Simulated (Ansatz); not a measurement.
Values for one crystal, relaxed and computed with PBE+D3(BJ) (plane waves, PAW; program Ansatz); other levels are named.

| Quantity | Result |
|---|---|
| Volume per atom | 19.80 Å³ |
| Electronic character | metallic (no gap) |
| Zone-centre stability | no imaginary mode at Γ |
| Debye temperature from the elastic constants | 256 K |
| Pressure derivative B′ | 11.8 |
| Hill bulk and shear moduli | 70.5 and 43.5 GPa |
| Mechanical stability | stable (all eigenvalues of C positive) |

### Question
Pick the material that matches.
A. EuSnSe2, P-3m1 (Se on 2d, Sn on 1a, Eu on 1b)
B. PtSe2, CdI2 type
C. SnO, P4/nmm (Sn on 2c, O on 2a)
D. PtS2, CdI2 type

### Answer
B, PtSe2, CdI2 type

The cell was relaxed with PBE+D3(BJ) under the symmetry of its start. No spin polarisation was allowed. As this level gives no gap, shear constants depend on the k-mesh and smearing (Fermi–Dirac, 0.1 eV here). Spin–orbit coupling is left out wherever it is not named.

Potentials: the later of the program's two PAW sets.
